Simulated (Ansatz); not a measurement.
GePd (CsCl type, space group No. 221), r²SCAN in the plane-wave PAW code Ansatz, all energies at zero smearing, with the estimated change up to a 700 eV cutoff added, with one set of potentials and settings (totals compare only within such a set). Cell of 2 atoms (1 Pd, 1 Ge): -11288.983 eV.

| element | reference phase | E (eV/atom) |
|---|---|---|
| Pd | Fm-3m, 1 atoms in the cell | -6985.7628 |
| Ge | Fd-3m, 2 atoms in the cell | -4302.9121 |

Formation energy per atom, worked out: (-11288.983 − 1×(-6985.7628) − 1×(-4302.9121))/2 = -0.154 eV/atom (-15 kJ per mol of atoms), at 0 K, without zero-point energy or fitted corrections.

Space group Pm-3m (CsCl type). The cell is a constructed one: a structure type filled with these elements; neither database checked (COD, Materials Project) lists it. COD files the formula under space group No. 62. Whether it is the stable phase at ambient conditions was not checked. Symmetry was held in the r²SCAN relaxation; its stability against distortions is not shown here. No spin polarisation was allowed. The references are the lowest solids computed at this level, not always the standard phases.

Potentials: the earlier of the program's two PAW sets.
